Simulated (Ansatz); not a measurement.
Total density of states per atom from the program Ansatz at the r²SCAN level (PAW), in 0.25 eV bins, energy from the Fermi level:

(E (eV), states/eV/atom): (-7.85, 1.31); (-7.60, 5.28); (-7.35, 5.46); (-7.10, 5.67); (-6.85, 8.23); (-6.60, 3.69); (-6.35, 0.97); (-6.10, 0.27); (-5.85, 0.20); (-5.60, 0.16); (-5.35, 0.16); (-5.10, 0.16); (-4.85, 0.18); (-4.60, 0.20); (-4.35, 0.25); (-4.10, 0.24); (-3.85, 0.21); (-3.60, 0.18); (-3.35, 0.32); (-3.10, 0.44); (-2.85, 0.44); (-2.60, 0.36); (-2.35, 0.34); (-2.10, 0.37); (-1.85, 0.48); (-1.60, 0.46); (-1.35, 0.58); (-1.10, 1.11); (-0.85, 0.92); (-0.60, 0.77); (-0.35, 0.51); (-0.10, 0.37); (0.15, 0.29); (0.40, 0.23); (0.65, 0.23); (0.90, 0.23); (1.15, 0.17); (1.40, 0.22); (1.65, 0.28); (1.90, 0.59); (2.15, 0.85); (2.40, 0.68); (2.65, 0.61); (2.90, 0.56); (3.15, 0.48); (3.40, 0.42); (3.65, 0.35); (3.90, 0.34); (4.15, 0.31); (4.40, 0.18); (4.65, 0.22)

**Question.** Which compound is it?
A) TaCo3, Cu3Au type
B) NbZn3, Cu3Au type
C) NbP, CsCl type
D) ScPd3, Cu3Au type

**Answer.** B, NbZn3, Cu3Au type. Within 0.5 eV of the Fermi level: Nb 4d 79 %, outside the projected shells 16 %. Projections are on Löwdin-orthogonalised atomic valence shells; empty p or d shells of many metals are not among them.

Space group Pm-3m (Cu3Au type). The first step of the workflow began from a Materials Project structure, measured or hypothetical; the Crystallography Open Database files this formula in space group No. 221, but the cells were not matched. Whether it is the stable phase at ambient conditions was not checked. The cell was relaxed with r²SCAN under the symmetry of its start; whether a distortion lowers the energy is not shown. The run is not spin-polarised. Spin–orbit coupling is left out wherever it is not named.

Potentials: the later of the program's two PAW sets.
